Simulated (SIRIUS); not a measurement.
A self-consistent single point of MgO (Fm-3m, 8 atoms in the cell; from Materials Project mp-1265, changed as shown).

```xyz
8
Lattice="4.1101 0.0000 0.0000 0.0000 4.1101 0.0000 0.0000 0.0000 4.1101" Properties=species:S:1:pos:R:3 pbc="T T T"
Mg     0.0000     0.0000     0.0000
Mg     0.0000     2.0551     2.0551
Mg     2.0551     0.0000     2.0551
Mg     2.0551     2.0551     0.0000
O      2.0551     0.0000     0.0000
O      2.0551     2.0551     2.0551
O      0.0000     0.0000     2.0551
O      0.0000     2.0551     0.0000
```

All values come from this method and carry its errors: LDA (PW92), GBRV LDA ultrasoft pseudopotentials (plane waves; SIRIUS 7.12.0).

SIRIUS settings:

```
setting                                                               value
--------------------------------------  -----------------------------------
parameters.ngridk                                                     8 8 8
parameters.xc_functionals                           [XC_LDA_X, XC_LDA_C_PW]
parameters.gk_cutoff                                           6.325 1/bohr
parameters.pw_cutoff                                          14.143 1/bohr
parameters.smearing                                             fermi_dirac
parameters.smearing_width                                    0.000734986 Ha
potentials                              GBRV LDA ultrasoft pseudopotentials
parameters.electronic_structure_method                      pseudopotential
parameters.num_bands                                                     38
parameters.num_mag_dims                                                   0
parameters.num_dft_iter                                                 100
parameters.energy_tol                                              1e-07 Ha
parameters.density_tol                                                1e-06
mixer.type                                                         broyden2
mixer.beta                                                              0.5
mixer.use_hartree                                                      true
```

Q: Estimate, at this level of theory: gap on the k-point mesh and pressure.

A: The run gave:

| Quantity | Value |
|---|---|
| Gap on the k-point mesh | 5.44 eV |
| Pressure | 7.08 GPa |

Gaps are taken between levels on the mesh.

For comparison: a first run was changed to give this one (lattice scaled by 0.98), and from it to this one the free energy rises by 4.8 meV/atom, the pressure goes from -3.73 to 7.08 GPa and the gap on the mesh goes from 4.812 to 5.435 eV.

The structure comes from a collection of computed structures, made at another level of theory; the collection holds predicted forms beside known ones.

Cost on one core: very roughly 100 core-seconds.
